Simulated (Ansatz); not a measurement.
Values for one crystal, relaxed and computed with DFT-PBEsol in the program Ansatz with PAW potentials; other levels are named.

- Volume per atom = 12.19 Å³
- Electronic character = metallic (no gap)
- Density of states at the Fermi level = 0.49 states/eV per atom (mean over ±0.08 eV)
- Pressure derivative B′ = 4.5
- Bulk modulus (Birch–Murnaghan fit) = 157 GPa
- Formation energy from the elements (no fitted shifts) = -0.50 eV/atom

**Question.** Which of these materials gives this?
A) ScAl, CsCl type
B) NiBi, NiAs type
C) Al2Ru, MoSi2 or CaC2 type
D) AlNi, Cmcm (Al on 4c, Ni on 4c)

**Answer.** D, AlNi, Cmcm (Al on 4c, Ni on 4c)

The start of the workflow was typed in or built on a structure type; neither database checked (COD, Materials Project) lists it. It is not the phase usual at ambient conditions (space group No. 221). The PBEsol relaxation kept the symmetry of its start; whether a distortion lowers the energy is not shown. The workflow began spin-polarised and lost its moments. The references are the lowest solids computed at this level, not always the standard phases.

Potentials: the later of the program's two PAW sets.
